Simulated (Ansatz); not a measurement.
Data:

Zr$_{3}$Ga$_{5}$:
```cif
data_Ga10Zr6
_chemical_formula_sum 'Zr6 Ga10'
_space_group_name_H-M_alt 'P 1'
_space_group_IT_number 1
_cell_length_a 5.67928
_cell_length_b 5.67928
_cell_length_c 9.01596
_cell_angle_alpha 90.000
_cell_angle_beta 90.000
_cell_angle_gamma 77.369
loop_
_space_group_symop_operation_xyz
  'x, y, z'
loop_
_atom_site_label
_atom_site_type_symbol
_atom_site_fract_x
_atom_site_fract_y
_atom_site_fract_z
_atom_site_occupancy
Zr1 Zr 0.70413 0.70413 0.00000 1
Zr2 Zr 0.29587 0.29587 0.00000 1
Zr3 Zr 0.29587 0.29587 0.50000 1
Zr4 Zr 0.70413 0.70413 0.50000 1
Zr5 Zr 0.85878 0.14122 0.25000 1
Zr6 Zr 0.14122 0.85878 0.75000 1
Ga1 Ga 0.41924 0.99649 0.25000 1
Ga2 Ga 0.58076 0.00351 0.75000 1
Ga3 Ga 0.99649 0.41924 0.75000 1
Ga4 Ga 0.00351 0.58076 0.25000 1
Ga5 Ga 0.47824 0.52176 0.25000 1
Ga6 Ga 0.52176 0.47824 0.75000 1
Ga7 Ga 0.18223 0.81777 0.05116 1
Ga8 Ga 0.81777 0.18223 0.94884 1
Ga9 Ga 0.81777 0.18223 0.55116 1
Ga10 Ga 0.18223 0.81777 0.44884 1
```

This is the r²SCAN-relaxed structure.

Problem. All from r²SCAN in the plane-wave PAW code Ansatz, unless another level is named. Estimate the density of states at the Fermi level.

Solution. 0.34 states/eV per atom (mean over ±0.08 eV).

Problem. Next, the formation energy from the elements (no fitted shifts)?

Solution. -0.68 eV/atom.

Space group Cmcm. The first step of the workflow began from a Materials Project structure, measured or hypothetical; the Crystallography Open Database copy checked does not list it. Its standing as an ambient phase is unchecked. Symmetry was held in the r²SCAN relaxation; whether a distortion lowers the energy is not shown. No spin polarisation was allowed. The references are the lowest solids computed at this level, not always the standard phases. Scalar-relativistic: spin–orbit coupling is off unless named, which matters more the heavier the elements.

Potentials: the later of the program's two PAW sets.
